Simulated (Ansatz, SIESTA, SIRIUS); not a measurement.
# HPbNO4: 3 runs at one level of theory

```
H Pb N O
1.0
     4.12040   -0.00081   -0.01120
     0.00404    6.42722    0.05360
     0.02791    3.20707    7.74994
H Pb N O
2 2 2 8
Direct
  0.88930 0.21034 0.49227
  0.39854 0.77415 0.51431
  0.40593 0.31193 0.70749
  0.89817 0.68775 0.29020
  0.62138 0.19157 0.20704
  0.13717 0.80684 0.79236
  0.89520 0.32694 0.54193
  0.53497 0.39513 0.19078
  0.52882 0.11553 0.10660
  0.83046 0.09022 0.32967
  0.38735 0.66701 0.45450
  0.03834 0.61195 0.80205
  0.03270 0.89727 0.89443
  0.33451 0.91290 0.66863
```

The cell comes from a database or a generator and needn't be the stable form of this composition.

Atoms were shifted at random by some hundredths of an Å from the given cell, which wasn't relaxed again for these runs.

Alike in all runs: task single point; functional PBE; k mesh 7 × 5 × 4; occupations fermi-dirac, width 0.05 eV; no spin polarisation; no spin-orbit coupling. Pressure is positive in compression and, in plane waves, holds the error of the finite cutoff, which Ansatz's Pulay term estimates and takes out.

```tsv
program and potentials	plane-wave cutoff (eV)	notes	pressure (GPa)	largest force (eV/Å)	energy over the undisturbed cell (meV/atom)
Ansatz, Ansatz PAW	420	Pulay term of +0.61 GPa included	-1.19	5.253	22.93
SIESTA, files PseudoDojo sr-pbe-0.4.1-standard, DZP (energy shift 0.003 Ry; two zetas on semicore shells)	-	atomic basis	1.49	6.116	18.25
SIRIUS, PseudoDojo 0.4.1 PBE standard (scalar relativistic)	1152	-	?	?	-
```

Estimate from the other rows what the run with SIRIUS, PseudoDojo 0.4.1 PBE standard (scalar relativistic) gave.

Pressure -1.19 GPa; largest force 5.247 eV/Å. The other rows, which needn't bracket it: pressure -1.19 to 1.49; largest force 5.253 to 6.116; energy over the undisturbed cell 18.25 to 22.93.
